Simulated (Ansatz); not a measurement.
**Fields on a plane of BaTiO3 (cubic perovskite)**

```
BaTiO3
1.0
    3.99403     0.00000     0.00000
    0.00000     3.99403     0.00000
    0.00000     0.00000     3.99403
Ba Ti O
1 1 3
Cartesian
  0.00000   0.00000   0.00000
  1.99702   1.99702   1.99702
  0.00000   1.99702   1.99702
  1.99702   1.99702   0.00000
  1.99702   0.00000   1.99702
```

The slice is a {100} plane (indices of the conventional cell) through the point (0.000, 0.000, 0.000) (fractional), spanned by u = [100] and v = [010] in vectors of this cell: u (3.99 Å) and v (3.99 Å, at 90° to u). It covers one period; positions are fractions (u, v).

Atoms on it: Ba at (0.00, 0.00); O at (0.50, 0.50).

Computed with r2SCAN (plane waves to 500 eV, PAW, scalar-relativistic; Ansatz, a program for electronic structure). k mesh 8×8×8. Inside the PAW spheres the values are not all-electron values, and peaks at nuclei hang on which shells count as valence. BaTiO3 is run without spin polarisation. BaTiO3 was relaxed with its symmetry unable to fall. This is a high-temperature form of BaTiO3.

| v \ u | 0.00 | 0.14 | 0.29 | 0.43 | 0.57 | 0.71 | 0.86 |
|---|---|---|---|---|---|---|---|
| 0.93 | 0.004 | 0.011 | 0.004 | 0.001 | 0.001 | 0.004 | 0.011 |
| 0.86 | 0.012 | 0.009 | 0.003 | 0.004 | 0.004 | 0.003 | 0.009 |
| 0.79 | 0.010 | 0.005 | 0.006 | 0.016 | 0.016 | 0.006 | 0.005 |
| 0.71 | 0.004 | 0.003 | 0.016 | 0.058 | 0.058 | 0.016 | 0.003 |
| 0.64 | 0.001 | 0.003 | 0.034 | 0.183 | 0.183 | 0.034 | 0.003 |
| 0.57 | 0.001 | 0.004 | 0.058 | 0.300 | 0.300 | 0.058 | 0.004 |
| 0.50 | 0.000 | 0.004 | 0.070 | 0.250 | 0.250 | 0.070 | 0.004 |
| 0.43 | 0.001 | 0.004 | 0.058 | 0.300 | 0.300 | 0.058 | 0.004 |
| 0.36 | 0.001 | 0.003 | 0.034 | 0.183 | 0.183 | 0.034 | 0.003 |
| 0.29 | 0.004 | 0.003 | 0.016 | 0.058 | 0.058 | 0.016 | 0.003 |
| 0.21 | 0.010 | 0.005 | 0.006 | 0.016 | 0.016 | 0.006 | 0.005 |
| 0.14 | 0.012 | 0.009 | 0.003 | 0.004 | 0.004 | 0.003 | 0.009 |
| 0.07 | 0.004 | 0.011 | 0.004 | 0.001 | 0.001 | 0.004 | 0.011 |
| 0.00 | 0.000 | 0.012 | 0.004 | 0.001 | 0.001 | 0.004 | 0.012 |

Values: density of the highest valence band (whole band, smooth part) in e/Å³. 

```
v \ u   0.00   0.11   0.21   0.32   0.43   0.54   0.64   0.75   0.86   0.96
-----  -----  -----  -----  -----  -----  -----  -----  -----  -----  -----
0.96   0.000  0.001  0.001  0.000  0.001  0.001  0.000  0.000  0.001  0.000
0.86   0.001  0.002  0.001  0.001  0.001  0.001  0.001  0.001  0.002  0.001
0.75   0.000  0.001  0.001  0.002  0.005  0.005  0.003  0.001  0.001  0.000
0.64   0.000  0.001  0.002  0.008  0.028  0.034  0.013  0.003  0.001  0.000
0.54   0.001  0.001  0.003  0.019  0.044  0.027  0.034  0.005  0.001  0.001
0.43   0.001  0.001  0.003  0.016  0.048  0.044  0.028  0.005  0.001  0.001
0.32   0.000  0.000  0.001  0.005  0.016  0.019  0.008  0.002  0.001  0.000
0.21   0.001  0.001  0.001  0.001  0.003  0.003  0.002  0.001  0.001  0.001
0.11   0.001  0.002  0.001  0.000  0.001  0.001  0.001  0.001  0.002  0.001
0.00   0.000  0.001  0.001  0.000  0.001  0.001  0.000  0.000  0.001  0.000
```

Values: density of the lowest conduction band (whole band as if filled, smooth part) in e/Å³. 

Element round which the density of the highest valence band (whole band, smooth part) is largest on this plane: O. Element round which the density of the lowest conduction band (whole band as if filled, smooth part) is largest on this plane: O.
